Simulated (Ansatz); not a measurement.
PtS2:
```
CELL_PARAMETERS angstrom
      3.58278     0.00000     0.00000
     -1.79139     3.10278     0.00000
      0.00000     0.00000     4.66838
ATOMIC_POSITIONS crystal
  Pt 0.00000 0.00000 0.00000
  S  0.33333 0.66667 0.25841
  S  0.66667 0.33333 0.74159
```

Relaxed with PBE+D3(BJ).

Q: Map the valence electron density (e/Å³), cut off at 1 on the plane through (0.000, 0.000, 0.000) spanned by u = [0, 0, 1] and v = [1, -1, 0] in lattice vectors, from the program Ansatz at the PBE+D3(BJ) level (PAW).

A: x is the fraction of u, y of v (the angle between them is 90°; rows are the nearest grid lines); atoms in the plane: Pt at (0.00, 0.00), S at (0.26, 0.33), S at (0.74, 0.67).
```
y \ x   0.000  0.0870  0.174  0.261  0.348  0.435  0.565  0.652  0.739  0.826  0.913   1.00
------  -----  ------  -----  -----  -----  -----  -----  -----  -----  -----  -----  -----
1.00     1.00    1.00   1.00  0.336  0.088  0.033  0.033  0.088  0.336   1.00   1.00   1.00
0.935    1.00    1.00   1.00  0.273  0.086  0.037  0.041  0.098  0.290   1.00   1.00   1.00
0.839   0.838   0.597  0.280  0.134  0.070  0.056  0.145  0.314  0.517  0.634  0.714  0.838
0.774   0.309   0.179  0.112  0.073  0.057  0.083  0.400  0.869   1.00   1.00  0.618  0.309
0.677   0.252   0.089  0.047  0.037  0.046  0.123  0.867   1.00  0.044  0.838  0.767  0.252
0.613   0.240   0.098  0.062  0.049  0.052  0.113  0.716   1.00  0.715   1.00  0.695  0.240
0.548   0.204   0.146  0.149  0.144  0.117  0.113  0.345  0.707  0.873  0.762  0.417  0.204
0.452   0.204   0.417  0.762  0.873  0.707  0.345  0.113  0.117  0.144  0.149  0.146  0.204
0.387   0.240   0.695   1.00  0.715   1.00  0.716  0.113  0.052  0.049  0.062  0.098  0.240
0.323   0.252   0.767  0.838  0.044   1.00  0.867  0.123  0.046  0.037  0.047  0.089  0.252
0.226   0.309   0.618   1.00   1.00  0.869  0.400  0.083  0.057  0.073  0.112  0.179  0.309
0.161   0.838   0.714  0.634  0.517  0.314  0.145  0.056  0.070  0.134  0.280  0.597  0.838
0.0645   1.00    1.00   1.00  0.290  0.098  0.041  0.037  0.086  0.273   1.00   1.00   1.00
0.000    1.00    1.00   1.00  0.336  0.088  0.033  0.033  0.088  0.336   1.00   1.00   1.00
```

The density is the valence pseudo-density with augmentation charge, so density and ELF within about 1 Å of a nucleus are not all-electron values.

Space group P-3m1 (CdI2 type). The cell was relaxed with PBE+D3(BJ) under the symmetry of its start; of distortions, only those at the zone centre were tested. The run is not spin-polarised. Scalar-relativistic: spin–orbit coupling is off unless named, which matters more the heavier the elements.

Potentials: the later of the program's two PAW sets.
